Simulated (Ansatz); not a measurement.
Cu Kα1 powder pattern (kinematic, no thermal factors).
| 2θ (°) | relative intensity |
| --- | --- |
| 17.22 | 3 |
| 24.44 | 2 |
| 34.84 | 15 |
| 35.20 | 41 |
| 39.11 | 100 |
| 39.44 | 9 |
| 43.32 | 16 |
| 50.09 | 5 |
| 50.37 | 31 |
| 53.62 | 68 |
| 56.50 | 23 |
| 68.34 | 12 |
| 73.56 | 1 |
| 74.43 | 7 |
| 76.22 | 11 |
| 76.43 | 4 |
| 78.84 | 7 |
| 84.04 | 4 |
| 84.25 | 5 |
| 84.88 | 3 |
| 86.83 | 17 |
| 87.45 | 19 |
| 89.39 | 15 |

The pattern is computed from a structure relaxed with Ansatz 0.2.0, DFT PBE, scalar-relativistic, plane waves, PAW. No spin polarisation. Its elements are O, Si.

Give the structure.

Si4O.
Space group P4/m (No. 83). a = 5.146 Å, b = 5.146 Å, c = 2.547 Å, α = 90.00°, β = 90.00°, γ = 90.00°
| atom | site | symmetry | x | y | z |
| --- | --- | --- | --- | --- | --- |
| Si | 4k | m.. | 0.6851 | 0.8489 | 0.5000 |
| O | 1c | 4/m.. | 0.5000 | 0.5000 | 0.0000 |

A pattern alone doesn't exclude other cells with like lines; this is the one computed.

Another cell of Si4O relaxed alike, in I4/mmm, lies 238 meV/atom lower, so this cell isn't the stable form at this level.

The structure comes from a generated guess; another structure or a mixture of phases may lie lower.
